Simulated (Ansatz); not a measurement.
Relaxed-ion elastic tensor of ZrC (NiAs type, P6_3/mmc) in GPa (Voigt order), the program Ansatz at the LDA level (PAW); density 6.87 g/cm³, 12.48 Å³ per atom.

```
427  135  180  0.0  0.0  0.0
135  427  180  0.0  0.0  0.0
180  180  358  0.0  0.0  0.0
0.0  0.0  0.0  192  0.0  0.0
0.0  0.0  0.0  0.0  192  0.0
0.0  0.0  0.0  0.0  0.0  146
```

Problem. Is the crystal mechanically stable?

Solution. Yes: the smallest eigenvalue of C is 146 GPa.

Problem. Work out the Voigt, Reuss and Hill averages.

Solution. K_V = 245, K_R = 245, K_H = 245; G_V = 154, G_R = 143, G_H = 149 GPa.

Problem. Give Young's modulus, Poisson's ratio, Pugh's ratio and the universal anisotropy index.

Solution. E = 9KG/(3K + G) = 371 GPa; ν = 0.25; K/G = 1.65 (brittle by the Pugh limit of 1.75); A_U = 5G_V/G_R + K_V/K_R − 6 = 0.37.

Problem. Estimate the sound speeds and the Debye temperature.

Solution. v_l = √((K + 4G/3)/ρ) = 8030 m/s, v_t = √(G/ρ) = 4650 m/s, mean 5160 m/s; Θ = (h/k)(3n/4πV)^(1/3) v_m = 663 K.

Problem. How much does each axis shrink under pressure?

Solution. Linear compressibilities β_i = Σ_j S_ij (j = 1 to 3): x 1.3, y 1.3, z 1.5 per TPa.

The workflow started from a Materials Project entry (that database holds measured and hypothetical structures alike); the Crystallography Open Database copy checked does not list it. It is not the phase usual at ambient conditions (space group No. 225). Symmetry was held in the LDA relaxation; its stability against distortions is not shown here. The run is not spin-polarised. As this level gives no gap, shear constants depend on the k-mesh and smearing (Fermi–Dirac, 0.1 eV here). On the denser mesh and wider smearing of the elastic run this cell carries a stress of 0.6 GPa.

Potentials: the later of the program's two PAW sets.
